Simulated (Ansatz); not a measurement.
# Profile along the Ni–Al line in AlNi3 (Cu3Au type)

AlNi3 (Cu3Au type)

```xyz
4
Lattice="3.5191 0.0000 0.0000 0.0000 3.5191 0.0000 0.0000 0.0000 3.5191" Properties=species:S:1:pos:R:3 pbc="T T T"
Ni     0.0000     1.7596     1.7596
Ni     1.7596     1.7596     0.0000
Ni     1.7596     0.0000     1.7596
Al     0.0000     0.0000     0.0000
```

Fields along a shortest Ni–Al line of a {110} plane (2.49 Å), from Ni to Al, interpolated on the slice's grid (step about 0.2 Å). Level of theory: PBEsol (plane waves to 420 eV, PAW, scalar-relativistic; Ansatz, an electronic-structure program). k mesh 13×13×13. These are valence fields of a PAW run, semicore shells included where kept as valence: close to a nucleus they are smooth pseudo fields. AlNi3 was relaxed with its symmetry unable to fall. Relaxed AlNi3 ends ferromagnetic. Other magnetic orders were not checked, so this need not be the ground state.

```
distance from Ni (Å)  valence electron density (e/Å³)  spin density, up minus down (e/Å³)  electron localisation function  ELF of the up spins  ELF of the down spins
--------------------  -------------------------------  ----------------------------------  ------------------------------  -------------------  ---------------------
0.00                                            60.68                                1.03                               x                    x                      x
0.12                                            52.31                                0.85                               x                    x                      x
0.25                                            34.50                                0.48                               x                    x                      x
0.37                                            18.12                                0.17                               x                    x                      x
0.50                                             8.16                                0.03                               x                    x                      x
0.62                                             3.47                                0.00                            0.31                 0.30                   0.32
0.75                                             1.50                                0.00                            0.26                 0.25                   0.26
0.87                                             0.73                                0.00                            0.22                 0.22                   0.23
1.00                                             0.46                                0.00                            0.22                 0.22                   0.23
1.12                                             0.36                                0.00                            0.28                 0.27                   0.28
1.25                                             0.30                                0.00                            0.37                 0.37                   0.38
1.37                                             0.28                                0.00                            0.46                 0.45                   0.46
1.49                                             0.26                                0.00                            0.48                 0.48                   0.48
1.62                                             0.24                                0.00                            0.43                 0.43                   0.43
1.74                                             0.20                                0.00                            0.28                 0.28                   0.28
1.87                                             0.15                                0.00                            0.10                 0.11                   0.10
1.99                                             0.10                                0.00                               x                    x                      x
2.12                                             0.08                                0.00                               x                    x                      x
2.24                                             0.07                                0.00                               x                    x                      x
2.37                                             0.06                                0.00                               x                    x                      x
2.49                                             0.06                                0.00                               x                    x                      x
```

x: too close to a nucleus for the ELF to mean much.

Density on the Ni–Al line (2.49 Å) at its midpoint: 0.30 e/Å³. ELF at that point: 0.37.
